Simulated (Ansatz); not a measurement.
The following input was run with Ansatz 0.2.0.

```yaml
crystal:
  lattice:
    - [-0.01607763, 2.132740575, 2.16368899]
    - [2.1420476, -0.010452505, 2.158063865]
    - [2.11721523, 2.10228308, 0.014379865]
  atoms:
    - { symbol: Au, position: [0.0, 0.0, 0.0] }
basis:
  ecutwfc: 420
kpoints:
  mp_grid: { grid: [14, 14, 14] }
hamiltonian:
  xc: pbesol
scf:
  occupations: { method: gaussian, width: 0.1 }
output:
  forces: true
  stress: true
  eigenvalues: true
```

It can be run as
```bash
ansatz run input.yaml --threads 1 --pin off --backend cpu --events-out ev --progress --plain --runs-dir out  # memory cap (--max-ram) not shown
```

These are results of DFT PBEsol, scalar-relativistic, plane waves, PAW in Ansatz, not measurements.

Part of what the program printed, abridged:

```
Pseudopotentials: kind: paw
Pseudopotential: Au, paw, valence charge 19, recommended cutoff 420 eV (normal)
Functional definition: PBEsol
Crystal: 1 atom, lattice volume = 19.543 Å³
Basis set: ecut = 420 eV, 365 PW (Γ), exchange–correlation on 48×48×40 points (8 copies of the dense FFT grid, shifted against one another)
Bands: 14, of which v1, the nominal top of the filled ones, is band 10 counted from 1 (9 counted from 0)
Symmetry: 2 space group operations
Space group: P-1 (ITA 2), of the structure as read, at distance tolerance 2.7e-5 Å
k-points: 1376 of 2744
Initial density: superposition of atomic densities (neutral atoms: chi_scale 0, normalization atom), corrected by the library's trained network
Initial wavefunctions: pseudopotential atomic-orbital guess
Functional: x = pbesol(κ = 0.804, μ = 0.12345679), c = pbesol(β = 0.046)
SCF iter   1: F=—  HF=-13006.950225 eV  |F-HF|=—  |Δ(HF+E_count)|=         —  Δρ=6.47e-3  dr2=8.37e-3  ethr=1.77e-3  ⟨swp⟩=4.8  Hψ=97054  notcnv=0
SCF iter   2: F=—  HF=-13006.948323 eV  |F-HF|=—  |Δ(HF+E_count)|=   1.90e-3  Δρ=2.64e-3  dr2=1.28e-3  ethr=4.41e-5  ⟨swp⟩=1.0  Hψ=30272  notcnv=0
SCF iter   3: F=—  HF=-13006.947958 eV  |F-HF|=—  |Δ(HF+E_count)|=   3.65e-4  Δρ=4.61e-4  dr2=1.60e-5  ethr=6.76e-6  ⟨swp⟩=2.1  Hψ=25278  notcnv=0
SCF iter   4: F=—  HF=-13006.947962 eV  |F-HF|=—  |Δ(HF+E_count)|=   4.58e-6  Δρ=5.19e-5  dr2=3.47e-7  ethr=8.40e-8  ⟨swp⟩=2.1  Hψ=26993  notcnv=0
SCF iter   5: F=-13006.947962 eV  HF=-13006.947962 eV  |F-HF|=2.82e-10  |Δ(HF+E_count)|=   7.65e-8  Δρ=4.11e-6  dr2=1.21e-9  ethr=1.83e-9  ⟨swp⟩=2.4  Hψ=29826  notcnv=0
SCF iter   6: F=-13006.947962 eV  HF=-13006.947962 eV  |F-HF|=1.38e-10  |Δ(HF+E_count)|=  2.26e-10  Δρ=1.03e-6  dr2=1.81e-10  ethr=6.37e-12  ⟨swp⟩=2.4  Hψ=64380  notcnv=0
SCF 1 converged in 6 iterations: F = -13006.947962 eV  dr2 = 1.81e-10
SCF converged after 6 iterations
Free energy (F): -13006.947962 eV
Harris-Foulkes:  -13006.947962 eV  (|F-HF|=1.38e-10)
Internal energy: -13006.945945 eV  (E = F + TS)
E sigma→0 (E₀):  -13006.946953 eV
Entropy (-TS):   -0.002018 eV (-2.018 meV/atom)
Fermi energy:    16.847013 eV
--- Per-component energies (eV) ---
  E_band       = -267.232956
  E_kinetic    = 602.204473
  E_local      = -1908.445909  (includes V_loc(G=0)·N_el)
  E_nonlocal   = 78.073200
  E_hartree    = 798.737007
  E_xc         = -225.094644
  E_vxc        = -272.608249  (∫ρ·V_xc dr)
  E_paw        = -9565.883017  (= ΣΔE_a)
  E_vpaw       = -363.932568  (= ΣTr[D̂ρ^β])
  E_aug_tail   = 0.001368  (compensation charges beyond the density's cutoff)
  E_ewald      = -2786.847901
  E_core_change = 0.309479  (= ΣΔE_core)
  E_smearing   = -0.002018  (= −TS)
--- Forces (eV/Å), atoms counted from 1 ---
  atom   1  Au     0.00000000     0.00000000     0.00000000
--- Stress (GPa, compression-positive) ---
      -16.017633       0.001758      -0.023944
        0.001758     -15.972969      -0.043423
       -0.023944      -0.043423     -16.026770
  P = ⅓ Tr σ = -16.0058 GPa (-160.058 kbar)
--- Band table (eV; the first three rows and the last of 1376) ---
  k-point 0: bands = ["-88.1137", "-39.4514", "-39.4466", "-39.4447", "8.3448", "12.8373", "12.8626", "13.0208", "14.0697", "14.1642", "31.4154", "34.3713", "34.5447", "35.0627"]
  k-point 1: bands = ["-88.1134", "-39.4576", "-39.4481", "-39.4457", "8.5073", "12.8693", "12.9182", "12.9967", "14.0451", "14.1356", "31.5842", "33.8219", "34.5280", "34.7290"]
  k-point 2: bands = ["-88.1126", "-39.4759", "-39.4516", "-39.4485", "8.9749", "12.8190", "13.0515", "13.0732", "14.0096", "14.0862", "31.3620", "32.2075", "34.8588", "35.0358"]
  k-point 1375: bands = ["-88.1080", "-39.5766", "-39.4709", "-39.4620", "10.7390", "12.8252", "12.9514", "15.0006", "15.1248", "16.5014", "19.3498", "30.8322", "32.8021", "32.9791"]
```

Self-consistency was reached.

Spin–orbit coupling is left out, which can shift energies with elements as heavy as these.